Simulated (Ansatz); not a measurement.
Here is the system:

C:
```
C
1.0
   -2.43781     3.88851     1.63408
    2.43781    -3.88851     1.63408
    2.43781     3.88851    -1.63408
C
8
Direct
  0.41158   0.00000   0.91158
  0.58842   0.50000   0.58842
  0.58842   0.00000   0.08842
  0.41158   0.50000   0.41158
  0.45068   0.87775   0.57293
  0.80481   0.87775   0.92707
  0.54932   0.12225   0.42707
  0.19519   0.12225   0.07293
```

This is the r²SCAN-relaxed structure.

Question: All from DFT-r²SCAN in the program Ansatz with PAW potentials, unless another level is named. Give the electronic character.

Answer: no gap, with almost no states at the Fermi level (zero-gap or semimetallic).

Question: Give the HSE06 gap on the r²SCAN cell.

Answer: 0.25 eV (a hybrid on a coarse mesh can open a false gap in a semimetal).

Space group Imma. The start of the workflow was typed in or built on a structure type; neither database checked (COD, Materials Project) lists it. It is not the phase usual at ambient conditions (space group No. 194, 227). The r²SCAN relaxation kept the symmetry of its start; its stability against distortions is not shown here.

Potentials: the later of the program's two PAW sets.
